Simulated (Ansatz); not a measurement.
The end point of a relaxation of AgCl. Method: r2SCAN (plane waves to 500 eV, PAW, scalar-relativistic; Ansatz, an electronic-structure program).

```xyz
2
Lattice="0.0000 2.7725 2.7725 2.7725 0.0000 2.7725 2.7725 2.7725 0.0000" Properties=species:S:1:pos:R:3 pbc="T T T"
Cl     0.0000     0.0000     0.0000
Ag     2.7725     2.7725     2.7725
```

Problem. Determine the symmetry and give the standard cell with its independent sites.

Solution. Space group Fm-3m (No. 225); a = b = c = 5.545 Å, α = β = γ = 90.00°

| atom | site | symmetry | x | y | z |
|---|---|---|---|---|---|
| Cl | 4a | m-3m | 0.0000 | 0.0000 | 0.0000 |
| Ag | 4b | m-3m | 0.5000 | 0.5000 | 0.5000 |

This is the rock salt type.

Problem. Give the shortest distances between elements (the closest pairs, up to four, under 3.6 Å).

Solution. Ag–Cl 2.77 Å.

The volume per atom is 21.31 Å³, the band gap comes out as 1.48 eV, indirect (valence top at L, conduction bottom at Γ) (no spin-orbit coupling) and the smallest direct gap is 3.57 eV at 88 % of the way from K to Γ.

No spin polarisation in the result.

Measured for AgCl: a 5.546 Å (as listed in Subrata Jana, Abhilash Patra, Prasanjit Samal, The Journal of Chemical Physics (2018)). Computed minus measured — a: r2SCAN 0.0 %. The computed values are for a static lattice.

The run could not lose the symmetry of its start; a randomly shaken copy of 2 atoms returns to this structure.

All atoms sit on sites fixed by symmetry, so only the cell could relax.
